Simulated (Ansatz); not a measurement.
Data:

Relaxed MgO (rock salt):

```
CELL_PARAMETERS angstrom
      0.00000     4.20438     4.20438
      2.10219     0.00000     2.10219
      2.10219     2.10219     0.00000
ATOMIC_POSITIONS crystal
  O  0.00000 0.00000 0.00000
  O  0.50000 0.00000 0.00000
  Mg 0.25000 0.50000 0.50000
  Mg 0.75000 0.50000 0.50000
```

In this cell atom 1 (O, nearest neighbour Mg at 2.102 Å; its periodic images, 3.0 Å or more away, move with it) is moved by s towards the nearest neighbour, unit vector (0.000, -1.000, 0.000); all other atoms and the cell stay fixed.

Level of theory: r2SCAN (plane waves to 500 eV, PAW, scalar-relativistic; Ansatz, a first-principles code). k mesh 11×11×11 (Γ-centred), Fermi-Dirac smearing 0.05 eV. E stands for the smeared free energy. Left out: 2 of 11 points, with atoms too close for the PAW data. MgO was relaxed with its symmetry unable to fall. ΔE is measured from the undisplaced structure.

The scan covers s from -0.504 to 0.504 Å in 9 points.

### Question
Is this a single well or a double well?

### Answer
A single well with its minimum at or next to zero displacement.

### Question
Is the energy the same for equal positive and negative displacements?

### Answer
Even: the same for both signs. With its periodic images moving along, the atom's site symmetry in this cell is -3m.

### Question
What is the energy change at s = 0.504 Å?

### Answer
1832 meV/cell.

### Question
What force acts on the atom along the line at s = -0.504 Å?

### Answer
10.6 eV/Å.

### Question
What is the force constant k = d²E/ds² of this move at s = 0?

### Answer
8.73 eV/Å².

(A displaced cell: forces are minus the slopes of the energy, force constants its curvatures, and phonons follow from these.)
